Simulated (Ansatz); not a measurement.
This guess for HfZrS4 is about to be relaxed.

Space group C2/m (No. 12). a = 13.198 Å, b = 3.607 Å, c = 6.247 Å, α = 90.00°, β = 118.25°, γ = 90.00°
```
atom  site  symmetry       x       y       z
  Zr    2d       2/m  0.0000  0.5000  0.5000
  Hf    2a       2/m  0.0000  0.0000  0.0000
   S    4i         m  0.6246  0.0000  0.2913
   S    4i         m  0.6246  0.5000  0.7913
```

Computed with Ansatz 0.2.0, DFT PBE, scalar-relativistic, plane waves, PAW. Cutoff 420 eV, Gaussian smearing, Γ-centred meshes. Cell and atoms relax first on a coarse mesh and then on a converged one. In between, the cell is made exact in the group found at 0.06 Å. The steps can't lower the symmetry of their start. No spin polarisation.

A guess keeps its type if space group and coordination stay and the shape of the cell changes little (axis ratios within about 15 %, angles within 6°); the volume may change.

Task: Will the relaxed cell still be of the starting type?

Result: It keeps its type. The symmetry stays C2/m (No. 12). The volume per atom grows by 20.9 %, from 21.8 to 26.4 Å³. The shortest distance goes from 2.54 Å (Hf–S and Zr–S) to 2.55 Å (Hf–S). Counting neighbours within 15 % of an atom's shortest distance, the start has Hf 6, S 3, Zr 6 and the end Hf 6, S 3, Zr 6.

Energies over the elements count from the elements' standard structures at the same level, with no fitted energy shifts.

Task: At what energy does it end?

Result: −1.571 eV/atom. A negative formation energy is needed for stability but isn't enough: competing phases decide.

The last run used an 8×8×6 mesh (in the run's order of axes) for its 6-atom cell and Gaussian smearing of 0.02 eV. Weakly bound directions are ill-defined at this level, which has no dispersion term. Spin–orbit coupling, which can matter for Hf, is left out. The reference form of S is held partly by dispersion forces, which this level lacks. A structure relaxed within its symmetry needn't be a true minimum.
